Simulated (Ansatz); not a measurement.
YNi2Te2 in Ansatz, settings compared

input.yaml:

```yaml
crystal:
  lattice:
    - [0.0, 4.625276, 0.0]
    - [4.625276, 0.0, 0.0]
    - [2.312638, 2.312638, -5.384478]
  atoms:
    - { symbol: "Y", position: [0.0, 0.0, 0.0] }
    - { symbol: Ni, position: [0.75, 0.25, 0.5] }
    - { symbol: Ni, position: [0.25, 0.75, 0.5] }
    - { symbol: Te, position: [0.371, 0.371, 0.258] }
    - { symbol: Te, position: [0.629, 0.629, 0.742] }
  symmetry: { tolerance: 0.0003 }
kpoints:
  mp_grid: { grid: [4, 4, 4], shift: [0, 0, 0] }
magnetization:
  spin_polarized: false
scf:
  occupations: { method: fermi_dirac }
hamiltonian:
  pseudopotentials: { kind: paw }
  xc: pbe
basis:
  ecutwfc: 420
output:
  forces: true
  stress: true
  eigenvalues: true
```

Run with:

```bash
ansatz run input.yaml --threads 1 --pin off --max-ram 2560MiB --backend cpu --events-out ev --progress --plain --runs-dir out
```

Origin of the cell: a known structure type with other elements, at an estimated volume, so it need not be a known compound.

The smearing width isn't typed, so it takes its default of 0.1 eV.

Output of this run (shortened):

```
SCF iter   1: F=—  HF=-29489.053347 eV  Δρ=6.15e-3  dr2=4.13e-2
SCF iter   2: F=—  HF=-29489.050511 eV  Δρ=3.01e-3  dr2=1.19e-2
SCF iter   3: F=—  HF=-29489.049498 eV  Δρ=4.39e-4  dr2=3.43e-4
SCF iter   4: F=—  HF=-29489.049486 eV  Δρ=1.52e-4  dr2=5.68e-5
SCF iter   5: F=—  HF=-29489.049488 eV  Δρ=5.54e-5  dr2=5.63e-6
SCF iter   6: F=—  HF=-29489.049488 eV  Δρ=4.23e-5  dr2=1.50e-6
SCF iter   7: F=—  HF=-29489.049487 eV  Δρ=6.55e-6  dr2=1.44e-7
SCF iter   8: F=-29489.049487 eV  HF=-29489.049487 eV  Δρ=2.86e-6  dr2=2.23e-8
SCF 1 converged in 8 iterations: F = -29489.049487 eV  dr2 = 2.23e-8
SCF converged after 8 iterations
Free energy (F): -29489.049487 eV
Harris-Foulkes:  -29489.049487 eV  (|F-HF|=1.56e-8)
Internal energy: -29488.909102 eV  (E = F + TS)
E sigma→0 (E₀):  -29488.979295 eV
Entropy (-TS):   -0.140386 eV (-28.077 meV/atom)
Fermi energy:    12.276039 eV
--- Per-component energies (eV) ---
  E_band       = -1316.475360
  E_kinetic    = 1231.641441
  E_local      = -12693.714593  (includes V_loc(G=0)·N_el)
  E_nonlocal   = 721.058704
  E_hartree    = 5972.786621
  E_xc         = -587.559483
  E_vxc        = -620.908304  (∫ρ·V_xc dr)
  E_paw        = -15429.406230  (= ΣΔE_a)
  E_vpaw       = -1900.116532  (= ΣTr[D̂ρ^β])
  E_aug_tail   = 0.000669  (compensation charges beyond the density's cutoff)
  E_ewald      = -8703.716230
  E_smearing   = -0.140386  (= −TS)
  Σ components = -29489.049487   (vs F -29489.049487, Δ=0.00e0)
--- Forces (eV/Å), atoms counted from 1 ---
  atom   1  Y      0.000000     0.000000     0.000000
  atom   2  Ni    -0.000000    -0.000000    -0.000000
  atom   3  Ni     0.000000    -0.000000     0.000000
  atom   4  Te    -0.000000     0.000000    -2.806441
  atom   5  Te     0.000000     0.000000     2.806441
  max |Σ_I F_I| component: 4.44e-16 eV/Å
--- Stress (GPa, compression-positive) ---
      -10.622625       0.000000      -0.000000
        0.000000     -10.622625       0.000000
       -0.000000       0.000000       2.033751
  P = ⅓ Tr σ = -6.4038 GPa (-64.038 kbar)
```

The same input was run again with these changes:

1. `basis.ecutrho_ratio` default → 9
2. `accuracy` default → high
3. `accuracy` default → high
4. `magnetization` { spin_polarized: false } → { spin_polarized: true, spin_orbit: true }; `hamiltonian.pseudopotentials` { kind: paw } → { kind: nc }; `scf.max_iter` default → 60; typed moments: none

```csv
run,end,SCF iterations,P (GPa),max force component (eV/Å),moment (μB),ΔE(σ→0) (meV/atom)
base,converged,8,-6.40,2.806,–,0
1,converged,8,-6.40,2.806,–,0.00
2,converged,11,-6.40,2.807,–,0.00
3,converged,11,-6.40,2.807,–,0.00
4,input refused,0,–,–,–,–
```

Energies are compared only where functional, datasets, charge and starting cell are the same.

Caveats of the base run: no spin polarisation, so a magnetic state may lie lower; no spin-orbit coupling, though heavy elements are present; the k mesh is coarse if the cell is a metal.

The base run ran for 4.2 s on 1 thread of Arm Neoverse V1 (shared host), peak memory 0.4 GiB, from the program's own first density.
